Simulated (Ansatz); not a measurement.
Starting cell, Ga2O3 (beta-Ga2O3 type, space group C2/m):

```
CELL_PARAMETERS angstrom
      6.22762    -1.54173     0.00000
      6.22762     1.54173     0.00000
     -1.39233     0.00000     5.71032
ATOMIC_POSITIONS crystal
  Ga 0.08991 0.08991 0.79470
  Ga 0.91009 0.91009 0.20530
  Ga 0.65850 0.65850 0.31416
  Ga 0.34150 0.34150 0.68584
  O  0.16349 0.16349 0.10919
  O  0.83651 0.83651 0.89081
  O  0.17371 0.17371 0.56436
  O  0.82629 0.82629 0.43564
  O  0.49603 0.49603 0.25671
  O  0.50397 0.50397 0.74329
```

The atoms are displaced by Q × the pattern below (from a DFPT mode at Γ, largest move 1; Q in Å), at fixed cell.

| atom | x | y | z |
|---|---|---|---|
| Ga1 | 0.203 | 0.000 | -0.447 |
| Ga2 | 0.203 | 0.000 | -0.447 |
| Ga3 | -0.489 | 0.000 | 0.475 |
| Ga4 | -0.489 | 0.000 | 0.475 |
| O5 | 0.972 | 0.000 | -0.235 |
| O6 | 0.972 | 0.000 | -0.235 |
| O7 | 0.179 | 0.000 | -0.088 |
| O8 | 0.179 | 0.000 | -0.088 |
| O9 | 0.097 | 0.000 | 0.203 |
| O10 | 0.097 | 0.000 | 0.203 |

All values below come from PBE (plane waves to 420 eV, PAW, scalar-relativistic; Ansatz, a program for electronic structure). k mesh 11×11×6 (Γ-centred), Fermi-Dirac smearing 0.05 eV. E stands for the smeared free energy. Ga2O3 was relaxed with its symmetry unable to fall. The zero of ΔE is the undisplaced structure.

```tsv
Q (Å)	ΔE (meV/cell)
-0.2800	withheld
-0.2333	1434
-0.1867	931
-0.1400	530
-0.0933	237
-0.0467	60
0.0000	0
0.0467	60
0.0933	237
0.1400	530
0.1867	931
0.2333	1434
0.2800	withheld
```

**Question.** Fit an even polynomial form (powers 2, 4) to the given rows and predict ΔE at Q = -0.2800.

**Answer.** Least squares on the 11 given rows: ΔE = (27400)·Q² + (-19370)·Q⁴, in meV/cell with Q in Å; root-mean-square residual 0.3 meV/cell. At -0.2800 the fit gives 2029 meV/cell; the calculation gives 2028 meV/cell, so the extrapolation is off by 1 (+0.0 %). The quadratic term alone would give 2148 meV/cell.

(For displaced atoms, the force is minus the slope of the energy, and its curvature is a force constant, which sets phonon frequencies.)
